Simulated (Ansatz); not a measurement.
# Trial structures of LiSm: starts and ends

All numbers below come from DFT PBE, scalar-relativistic, plane waves, PAW, and for the lanthanide a 4f-in-core norm-conserving potential (Ansatz). Settings: cutoff 690 eV, Γ-centred meshes spaced at most about 0.3 Å⁻¹, and about 0.25 Å⁻¹ or finer for metals (2π included), Gaussian smearing. No spin polarisation in the final relaxations.

Each guess was relaxed in cell and atoms at zero pressure, within the symmetry of its start. All energies are static (0 K, no zero-point motion). Coordination counts all near atoms (those within 1.25 times the shortest distance at each site; a plus sign parts nearer from farther groups).

```
guess    made from  start group  V start (Å³/atom)           end group  V end (Å³/atom)  coordination at the end  gap on mesh (eV)  E over the lowest end (meV/atom)
    1    ZrZn type        Pm-3m               22.8                   ?                ?                        ?                 ?                                 ?
    2     PrN type        Fm-3m               16.5   Fm-3m (rock salt)             29.8               Li 6, Sm 6                 0                               481
    3  random cell        P-6m2               19.7               P-6m2             28.1             Li 12, Sm 12                 0                               111
    4    TiCd type       P4/nmm               19.2              P4/nmm             26.8            Li 4+5, Sm 13                 0                                 0
    5    NaIn type        Fd-3m               20.6  Fd-3m (NaTl (B32))             26.0           Li 8+6, Sm 8+6                 0                               213
```

Guess 1 as it starts:

```cif
data_structure
_symmetry_space_group_name_H-M 'P 1'
_symmetry_Int_Tables_number 1
_cell_length_a 3.5743
_cell_length_b 3.5743
_cell_length_c 3.5743
_cell_angle_alpha 90.000
_cell_angle_beta 90.000
_cell_angle_gamma 90.000
_cell_volume 45.66
loop_
_atom_site_label
_atom_site_type_symbol
_atom_site_fract_x
_atom_site_fract_y
_atom_site_fract_z
_atom_site_occupancy
Li1 Li 0.00000 0.00000 0.00000 1
Sm1 Sm 0.50000 0.50000 0.50000 1
```

Question: Fill in the missing row: what does this guess relax into, and where does it rank?

Answer: It ends in the caesium chloride type, space group Pm-3m (No. 221), with a = 3.773 Å, 26.9 Å³/atom and no gap. It lies 97 meV/atom over the lowest end, above guess 4 and below guess 3. Counting all near atoms, this end has Li 8+6, Sm 8+6 and the lowest (guess 4) has Li 4+5, Sm 13.

```
Li Sm
1.0
     3.77333    0.00000    0.00000
     0.00000    3.77333    0.00000
     0.00000    0.00000    3.77333
Li Sm
1 1
Direct
  0.00000 0.00000 0.00000
  0.50000 0.50000 0.50000
```

Formation energies are uncorrected and refer to the elements' standard structures at the same level.

Question: Is the lowest end bound against the elements?

Answer: No: its formation energy is +0.06 eV/atom. A positive value: parting into the elements would lower its energy.

For metals, differences of a few meV/atom aren't resolved. With atoms moved at random, P4/nmm came back. Other cells relaxed within their symmetry can be saddle points. A lower structure may well exist outside this small set. Some types were kept out of the candidates beforehand, so the set may lack a known form.

The lanthanide is trivalent by construction, without f bands, f moments or other valences. The reference runs of the other elements, and any phases without the lanthanide, used 420 eV, which shifts energies against them by under 10 meV/atom. The lanthanide's reference is the lowest of its hcp, dhcp and fcc cells.
